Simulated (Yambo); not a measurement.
Here is the system:

```
CELL_PARAMETERS angstrom
      4.91822     0.00000     0.00000
      0.00000     5.62703     0.00000
      0.00000     0.00000     2.71537
ATOMIC_POSITIONS crystal
  P  0.32900 0.86940 0.50000
  P  0.67100 0.13060 0.50000
  P  0.82900 0.63060 0.00000
  P  0.17100 0.36940 0.00000
  Fe 0.50000 0.50000 0.50000
  Fe 0.00000 0.00000 0.00000
```

Workflow: LDA (pw.x of Quantum ESPRESSO, ONCV potentials, scalar-relativistic), then G0W0 in Yambo (2×2×4 Γ-centred k mesh, bands 9 to 150 and a 8 Ry block in the screening, 150 bands in G with the Bruneval-Gonze terminator, plasmon pole fitted at 27.2 eV).

Q: Give the LDA and G0W0 gaps between the band edges found on this mesh, and say where the edges lie.

A: Edges: Γ → (0, 0, 0.25). LDA: 0.34 eV; G0W0: 0.39 eV. Nearest settings tried, and what they do to the gap: 100 bands in G: +5 meV; 100 bands in W, 100 bands in G: +15 meV; 3 Ry block (45 vectors against 209): +431 meV. Not varied: mesh. So the settings aren't converged at that level. The k mesh is coarse. 

Geometry of the Materials Project entry, not relaxed at this level.

The structure is a Materials Project entry; no match was found in the copy of COD used, and its stability was not checked.

The runs are not spin-polarised; magnetic order was not tried.
